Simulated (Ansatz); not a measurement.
## LiCuP₄Ru₂O₁₄, one structure, two calculations

Cell: a Materials Project structure (computed, not necessarily an observed phase).

```yaml
crystal:
  lattice:
    - [4.94709, 0.00000, 0.00000]
    - [-2.00694, 6.51987, 0.00000]
    - [-0.29639, -0.58566, 8.41632]
  atoms:
    - { symbol: Li, position: [0.46241, 0.20431, 0.82813] }
    - { symbol: Cu, position: [0.98525, 0.00431, 0.48807] }
    - { symbol: P, position: [0.39779, 0.75557, 0.80783] }
    - { symbol: P, position: [0.61177, 0.24916, 0.19154] }
    - { symbol: P, position: [0.02361, 0.65797, 0.26852] }
    - { symbol: P, position: [0.96993, 0.34672, 0.72800] }
    - { symbol: Ru, position: [0.49554, 0.50304, 0.49642] }
    - { symbol: Ru, position: [0.99541, 0.99915, 0.00403] }
    - { symbol: O, position: [0.13989, 0.83207, 0.16282] }
    - { symbol: O, position: [0.85627, 0.17557, 0.83914] }
    - { symbol: O, position: [0.49061, 0.75541, 0.63591] }
    - { symbol: O, position: [0.50476, 0.24861, 0.36038] }
    - { symbol: O, position: [0.19322, 0.52637, 0.83496] }
    - { symbol: O, position: [0.79781, 0.47941, 0.15939] }
    - { symbol: O, position: [0.22077, 0.90767, 0.82374] }
    - { symbol: O, position: [0.80087, 0.10648, 0.18146] }
    - { symbol: O, position: [0.25495, 0.57086, 0.32510] }
    - { symbol: O, position: [0.71459, 0.41423, 0.67679] }
    - { symbol: O, position: [0.63068, 0.77829, 0.93697] }
    - { symbol: O, position: [0.37993, 0.21549, 0.05641] }
    - { symbol: O, position: [0.13836, 0.28018, 0.59238] }
    - { symbol: O, position: [0.85222, 0.72062, 0.40670] }
```

Atom numbers follow the list; atoms alike are taken as one site, whose name carries the number of the first.

First run. The numbers come from a DFT calculation in Ansatz (PBE, plane waves and PAW, scalar-relativistic, collinear spin, 420 eV cutoff, Γ-centred 5×3×3 k-points, Fermi–Dirac smearing 0.02 eV). Start moments as typed (μB): 1 on each Ru, none on the rest.

```json
{"site": "Cu", "atom": "2", "V_zz (10²¹ V/m²)": "-3.55", "η": "0.90", "m (μB)": "0.02"}
{"site": "P3", "atom": "3", "V_zz (10²¹ V/m²)": "6.21", "η": "0.17", "m (μB)": "0.00"}
{"site": "P6", "atom": "6", "V_zz (10²¹ V/m²)": "3.73", "η": "0.42", "m (μB)": "0.00"}
{"site": "Ru7", "atom": "7", "V_zz (10²¹ V/m²)": "-13.73", "η": "0.36", "m (μB)": "0.57"}
{"site": "Ru8", "atom": "8", "V_zz (10²¹ V/m²)": "-17.97", "η": "0.10", "m (μB)": "0.61"}
{"site": "O9", "atom": "9", "V_zz (10²¹ V/m²)": "11.28", "η": "0.25", "m (μB)": "0.00"}
{"site": "O10", "atom": "10", "V_zz (10²¹ V/m²)": "10.36", "η": "0.38", "m (μB)": "0.00"}
{"site": "O15", "atom": "15", "V_zz (10²¹ V/m²)": "10.42", "η": "0.33", "m (μB)": "0.02"}
{"site": "O16", "atom": "16", "V_zz (10²¹ V/m²)": "10.60", "η": "0.31", "m (μB)": "0.04"}
{"site": "O17", "atom": "17", "V_zz (10²¹ V/m²)": "12.00", "η": "0.26", "m (μB)": "0.03"}
{"site": "O18", "atom": "18", "V_zz (10²¹ V/m²)": "10.62", "η": "0.25", "m (μB)": "0.01"}
{"site": "O19", "atom": "19", "V_zz (10²¹ V/m²)": "10.77", "η": "0.20", "m (μB)": "0.04"}
{"site": "O20", "atom": "20", "V_zz (10²¹ V/m²)": "10.80", "η": "0.38", "m (μB)": "0.03"}
{"site": "O22", "atom": "22", "V_zz (10²¹ V/m²)": "-11.45", "η": "0.53", "m (μB)": "0.00"}
```

Second run. The same atoms and settings, except that the mesh is 7×5×4 and the Fermi–Dirac smearing is 0.05 eV.

(1) Given the first result, estimate the second.

## Answers

(1) 

```csv
site,atom,V_zz,η,change of V_zz,m (μB)
Cu,2,-3.36,0.84,+0.19,0.03
P3,3,6.22,0.17,+0.01,0.00
P6,6,3.70,0.43,-0.03,0.00
Ru7,7,-11.74,0.45,+1.99,0.56
Ru8,8,-15.48,0.19,+2.49,0.61
O9,9,11.21,0.23,-0.07,0.01
O10,10,10.33,0.37,-0.03,0.00
O15,15,10.41,0.33,-0.01,0.02
O16,16,10.60,0.34,0.00,0.04
O17,17,11.96,0.23,-0.04,0.03
O18,18,10.62,0.26,0.00,0.01
O19,19,10.78,0.21,+0.01,0.04
O20,20,10.82,0.38,+0.02,0.03
O22,22,-11.34,0.53,+0.11,0.01
```

The largest change of V_zz is on Ru8, from -17.97 to -15.48. In per cent, |V_zz| changes by -5 on Cu, -1 to 0 on P, -15 to -14 on Ru, -1 to 0 on O (all sites that start above 2). The table leaves out 8 of the 22 sites, with |V_zz| up to 13.64; their tensors move by 0.07 at most along any direction. The statements above cover all sites.

Without spin–orbit coupling (the program notes it for Ru) the gradients can shift somewhat, as the gap is small. Semilocal functionals can leave a metal where correlation in the d or f shell opens a gap in the real compound, and that would change the values at and beside Cu and Ru. With these PAW files V_zz is typically within 2 to 3 % of all-electron values, but misses above 10 % occur on Li, Ru. All moments are parallel here, as the start or the cell imposes; many such compounds order antiparallel, where fields and spin densities carried over to other atoms largely cancel. The magnetic order is the one that the run reached from its start moments, not necessarily the measured one (the real compound may not order at all).
For the first run: The largest force is 0.3 eV/Å, so the atoms aren't at the calculated equilibrium and relaxing them would move these values.
For the second run: The program didn't check the stability of this electronic state in full, so a lower one may lie near.
